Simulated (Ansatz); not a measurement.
input.yaml

```yaml
crystal:
  lattice:
    - [4.2158363901, 0.0, 0.0]
    - [0.0, 4.2158363901, 0.0]
    - [0.0, 0.0, 4.2158363901]
  atoms:
    - { symbol: Ti, position: [0.0, 0.5, 0.5] }
    - { symbol: Ti, position: [0.5, 0.0, 0.5] }
    - { symbol: Ti, position: [0.5, 0.5, 0.0] }
    - { symbol: Cd, position: [0.0, 0.0, 0.0] }
basis:
  ecutwfc: 500
kpoints:
  mp_grid: { grid: [10, 10, 10] }
hamiltonian:
  xc: r2scan
scf:
  occupations: { method: gaussian, width: 0.1 }
output:
  forces: true
  stress: true
  eigenvalues: true
```

Launched with
```bash
ansatz run input.yaml --threads 1 --pin off --max-ram 2560MiB --backend cpu --events-out ev --progress --plain --runs-dir out
```

Theory: Ansatz, DFT r2SCAN, scalar-relativistic, plane waves, PAW.

From the run's log, abridged:

```
Pseudopotentials: kind: paw
Pseudopotential: Ti, paw, valence charge 12, recommended cutoff 500 eV (meta_gga)
Pseudopotential: Cd, paw, valence charge 20, recommended cutoff 500 eV (meta_gga)
Functional definition: r2SCAN
Crystal: 4 atoms, lattice volume = 74.929 Å³
Basis set: ecut = 500 eV, 1935 PW (Γ), exchange–correlation on 128×128×128 points (64 copies of the dense FFT grid, shifted against one another)
Bands: 34, of which v1, the nominal top of the filled ones, is band 28 counted from 1 (27 counted from 0)
Symmetry: 48 space group operations
Space group: Pm-3m (ITA 221), of the structure as read, at distance tolerance 4.2e-5 Å
k-points: 56 of 1000
Initial density: superposition of atomic densities (neutral atoms: chi_scale 0, normalization atom), corrected by the library's trained network
Initial wavefunctions: pseudopotential atomic-orbital guess
Functional: x = r2scan, c = r2scan; τ floored in thin density (d = 2e-4 eV/Å³)
SCF iter   1: F=—  HF=-15781.079629 eV  |F-HF|=—  |Δ(HF+E_count)|=         —  Δρ=1.67e-2  dr2=2.23e-1  dr2_τ=2.97e-2  ethr=1.77e-3  ⟨swp⟩=3.6  Hψ=5869  notcnv=0
SCF iter   2: F=—  HF=-15781.093868 eV  |F-HF|=—  |Δ(HF+E_count)|=   1.42e-2  Δρ=5.10e-3  dr2=1.96e-2  dr2_τ=2.12e-3  ethr=3.99e-4  ⟨swp⟩=2.2  Hψ=3527  notcnv=0  defer=62
SCF iter   3: F=—  HF=-15781.093552 eV  |F-HF|=—  |Δ(HF+E_count)|=   3.16e-4  Δρ=2.23e-3  dr2=2.52e-3  dr2_τ=2.85e-4  ethr=3.51e-5  ⟨swp⟩=2.0  Hψ=2197  notcnv=0  defer=62
SCF iter   4: F=—  HF=-15781.095063 eV  |F-HF|=—  |Δ(HF+E_count)|=   1.51e-3  Δρ=4.17e-4  dr2=9.05e-5  dr2_τ=5.15e-6  ethr=4.50e-6  ⟨swp⟩=3.0  Hψ=3341  notcnv=0  defer=62
SCF iter   5: F=—  HF=-15781.095107 eV  |F-HF|=—  |Δ(HF+E_count)|=   4.46e-5  Δρ=8.34e-5  dr2=4.47e-6  dr2_τ=3.99e-7  ethr=1.62e-7  ⟨swp⟩=3.0  Hψ=3344  notcnv=0  defer=61
SCF iter   6: F=—  HF=-15781.095109 eV  |F-HF|=—  |Δ(HF+E_count)|=   1.92e-6  Δρ=1.86e-5  dr2=2.79e-7  dr2_τ=5.61e-9  ethr=7.98e-9  ⟨swp⟩=2.3  Hψ=2614  notcnv=0  defer=61
SCF iter   7: F=-15781.095109 eV  HF=-15781.095109 eV  |F-HF|=2.31e-8  |Δ(HF+E_count)|=   7.42e-8  Δρ=7.39e-6  dr2=4.37e-8  dr2_τ=1.70e-9  ethr=1.79e-10  ⟨swp⟩=8.6  Hψ=6951  notcnv=0
SCF 1 converged in 7 iterations: F = -15781.095109 eV  dr2 = 4.37e-8
SCF converged after 7 iterations
Free energy (F): -15781.095109 eV
Harris-Foulkes:  -15781.095109 eV  (|F-HF|=2.31e-8)
Internal energy: -15781.070420 eV  (E = F + TS)
E sigma→0 (E₀):  -15781.082765 eV
Entropy (-TS):   -0.024689 eV (-6.172 meV/atom)
Fermi energy:    13.215243 eV
--- Per-component energies (eV) ---
  E_band       = -948.575028
  E_kinetic    = 1316.998064
  E_local      = -5591.483558  (includes V_loc(G=0)·N_el)
  E_nonlocal   = 54.208160
  E_hartree    = 2482.189029
  E_xc         = -446.677158
  E_vxc        = -644.833456  (∫ρ·V_xc dr)
  E_paw        = -7271.389425  (= ΣΔE_a)
  E_vpaw       = -1093.277371  (= ΣTr[D̂ρ^β])
  E_aug_tail   = 0.000276  (compensation charges beyond the density's cutoff)
  E_vtau       = 45.448599  (kinetic-family band-sum trace: ∫τ·v_τ [+ j·A + Jᵃ·Aᵃ] dr)
  E_ewald      = -6323.590667
  E_core_change = -1.325142  (= ΣΔE_core)
  E_smearing   = -0.024689  (= −TS)
--- Forces (eV/Å), atoms counted from 1 ---
  atom   1  Ti     0.00000000     0.00000000     0.00000000
  atom   2  Ti     0.00000000     0.00000000     0.00000000
  atom   3  Ti     0.00000000     0.00000000     0.00000000
  atom   4  Cd     0.00000000     0.00000000     0.00000000
--- Stress (GPa, compression-positive) ---
       -5.767358       0.000000       0.000000
        0.000000      -5.767358       0.000000
        0.000000       0.000000      -5.767358
  P = ⅓ Tr σ = -5.7674 GPa (-57.674 kbar)
--- Band table (eV; the first three rows and the last of 56) ---
  k-point 0: bands = ["-92.0336", "-52.1393", "-52.1393", "-52.1393", "-46.0255", "-45.9326", "-45.9326", "-21.3452", "-21.3452", "-21.3452", "-21.1748", "-21.1748", "-21.1748", "-20.9363", "-20.9363", "-20.9363", "4.3841", "4.3841", "4.5165", "4.5165", "4.5165", "5.8185", "10.5571", "12.5206", "12.5206", "12.5308", "12.5308", "12.5308", "14.8160", "14.8160", "14.8160", "15.1940", "15.1940", "15.1940"]
  k-point 1: bands = ["-92.0335", "-52.1394", "-52.1393", "-52.1393", "-46.0235", "-45.9346", "-45.9326", "-21.3403", "-21.3403", "-21.3385", "-21.1765", "-21.1765", "-21.1755", "-20.9449", "-20.9397", "-20.9397", "4.3916", "4.4037", "4.5189", "4.5211", "4.5211", "5.9202", "10.5931", "12.3269", "12.5321", "12.5321", "12.5456", "12.5910", "14.4558", "14.4558", "14.6667", "15.1557", "15.4983", "15.4983"]
  k-point 2: bands = ["-92.0336", "-52.1395", "-52.1393", "-52.1393", "-46.0176", "-45.9403", "-45.9325", "-21.3266", "-21.3266", "-21.3194", "-21.1816", "-21.1816", "-21.1774", "-20.9690", "-20.9489", "-20.9489", "4.4109", "4.4538", "4.5249", "4.5331", "4.5331", "6.2234", "10.6195", "11.8281", "12.5225", "12.5225", "12.5863", "12.7945", "14.0731", "14.0731", "14.4334", "15.0540", "15.6013", "15.6013"]
  k-point 55: bands = ["-92.0335", "-52.1396", "-52.1396", "-52.1396", "-45.9629", "-45.9629", "-45.9629", "-21.3693", "-21.3693", "-21.3693", "-21.3658", "-21.0556", "-21.0556", "-21.0556", "-20.8898", "-20.8898", "4.4165", "4.4165", "4.4165", "4.7108", "4.7108", "8.9174", "11.7723", "11.7723", "11.7723", "12.5179", "12.5179", "12.5179", "13.6066", "14.0144", "14.0144", "14.0144", "15.3249", "15.3249"]
```

The calculation finished and met its thresholds.